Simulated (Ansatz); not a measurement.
The relaxed structure here is a generated cell of VSi2: the first start was made by placing the elements on the sites of a structure type, and the end was not matched to a known phase here, so it may be hypothetical.

The end point of a relaxation of VSi2. Calculation: r2SCAN (plane waves to 500 eV, PAW, scalar-relativistic; Ansatz, a program for electronic structure).

```
CELL_PARAMETERS angstrom
      4.22316     0.00000     0.00000
     -2.11158     3.65736     0.00000
      0.00000     0.00000     2.47458
ATOMIC_POSITIONS crystal
  V  0.00000 0.00000 0.00000
  Si 0.33333 0.66667 0.50000
  Si 0.66667 0.33333 0.50000
```

Question: Find the space group and the Wyckoff positions (tolerance 0.01 Å).

Answer: Space group P6/mmm (No. 191); a = b = 4.223 Å, c = 2.475 Å, α = β = 90.00°, γ = 120.00°

```tsv
atom	site	symmetry	x	y	z
V	1a	6/mmm	0.0000	0.0000	0.0000
Si	2d	-6m2	0.3333	0.6667	0.5000
```

Question: Give the shortest distances between elements (the closest pairs, up to four, under 3.6 Å).

Answer: Si–Si 2.44 Å; V–V 2.47 Å; Si–V 2.73 Å.

| Quantity | Result |
|---|---|
| Volume per atom | 12.74 Å³ |
| Band gap | zero (metallic) |
| Magnetic moment | zero (the starting moments vanished) |

No spin polarisation in the result: the starting moments vanished. The relaxed primitive cell holds an odd number of electrons. A magnetic state may lie lower.

The run could not lose the symmetry of its start, so the end can be a saddle point.

All atoms sit on sites fixed by symmetry, so only the cell could relax.
